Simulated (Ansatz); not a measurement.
# SbPd3: a phonon run with k mesh 5×5×5

All numbers below come from DFT PBEsol, scalar-relativistic, plane waves, PAW (Ansatz 0.2.0).

Launched with:
```bash
ansatz run input.yaml --threads 1 --pin off --max-ram 2560MiB --backend cpu --events-out ev --progress --plain --runs-dir out
```

Input (bare energies are in eV):
```yaml
crystal:
  lattice:
    - [0.0, 3.170635576, 3.170635576]
    - [3.170635576, 0.0, 3.170635576]
    - [3.170635576, 3.170635576, 0.0]
  atoms:
    - { symbol: Sb, position: [0.5, 0.5, 0.5] }
    - { symbol: Pd, position: [0.75, 0.75, 0.75] }
    - { symbol: Pd, position: [0.25, 0.25, 0.25] }
    - { symbol: Pd, position: [0.0, 0.0, 0.0] }
basis:
  ecutwfc: 420
kpoints:
  mp_grid: { grid: [5, 5, 5] }
hamiltonian:
  xc: pbesol
scf:
  occupations: { method: fermi_dirac, width: 0.15 }
output:
  eigenvalues: true
phonons:
  method: dfpt
```

From the output:
```
--- Phonons (Γ-DFPT): 3 representative perturbations + reference, on 18 of 125 k-points (Σ response iterations 9) ---
  k mesh reduced under 8 symmetry operations, with k and −k counted as one. Each operation leaves every solved displacement unchanged or reverses it
  ASR residual: 2.550e-4 → 0.000e0 eV/Å²; symmetrization residual: 1.675e-5 eV/Å²
  ASR residual per site (eV/Å²): 4.41e-5 2.55e-4 2.55e-4 7.93e-5
  Γ frequencies (cm⁻¹): 0.00 0.00 0.00 133.75 133.75 133.75 139.15 139.15 139.15 183.50 183.50 183.50
  non-analytic LO–TO correction: not included (Born effective charges unavailable; polar crystals: no LO–TO splitting at Γ)
```

Time: 16 s on 1 thread of Intel(R) Xeon(R) Platinum 8488C (Sapphire Rapids), with other jobs on the host, peak memory 0.68 GiB.

Beside the reference run (Cutoff 420 eV, 12×12×12 k-points (Γ-centred), Fermi-Dirac smearing of 0.15 eV. No spin polarisation. Phonons by linear response, acoustic sum rule imposed.), the optical modes at Γ (cm⁻¹, by rank, those that always equal the one before left out, no LO field; i marks imaginary):
```csv
setting,mode 1,mode 4,mode 7
reference run,130,132,184
k mesh 5×5×5,134,139,184
```

In a metal, frequencies and elastic constants depend on the k mesh and the smearing, soft modes and shear constants most.